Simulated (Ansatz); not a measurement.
AlAg:
```xyz
2
Lattice="0.0000 2.6600 2.6600 2.6600 0.0000 2.6600 2.6600 2.6600 0.0000" Properties=species:S:1:pos:R:3 pbc="T T T"
Ag     0.0000     0.0000     0.0000
Al     2.6600     2.6600     2.6600
```

Relaxed with PBEsol. Special points in fractions of this cell's reciprocal vectors: Γ (0.000, 0.000, 0.000); X (0.500, 0.000, 0.500); U (0.625, 0.250, 0.625); K (0.375, 0.375, 0.750); L (0.500, 0.500, 0.500); W (0.500, 0.250, 0.750).

Problem. List the band energies nearest the Fermi level at these points for PBEsol (plane waves, PAW; program Ansatz).

Solution. In eV from the Fermi level; about four levels below and three above (degenerate sets whole), none deeper than 8.9 eV; … stands for higher levels left out; points with the same levels are listed once.

```csv
k,below,above
Γ,-5.46 -5.46 -5.42 -5.42 -5.42,4.53 4.53 4.53
X,-4.77 -4.77 -3.23 -1.98,0.82 0.82 3.32
U,-4.85 -2.25 -2.07 -1.72,1.90 4.77 …
L,-5.35 -4.92 -4.92 -3.14,5.55 5.55 …
W,-1.64 -1.32 -1.32 -1.20,8.61 …
```

Space group Fm-3m (rock salt). The start of the workflow was typed in or built on a structure type; neither database checked (COD, Materials Project) lists it. Whether it is the stable phase at ambient conditions was not checked. The PBEsol relaxation kept the symmetry of its start. At this level the phase is mechanically unstable. The run is not spin-polarised. The volume moved by 18 % from the start of the relaxation. Its formation energy is positive at this level, so the cell may be metastable or incomplete. Scalar-relativistic: spin–orbit coupling is off unless named, which matters more the heavier the elements.

Potentials: the later of the program's two PAW sets.
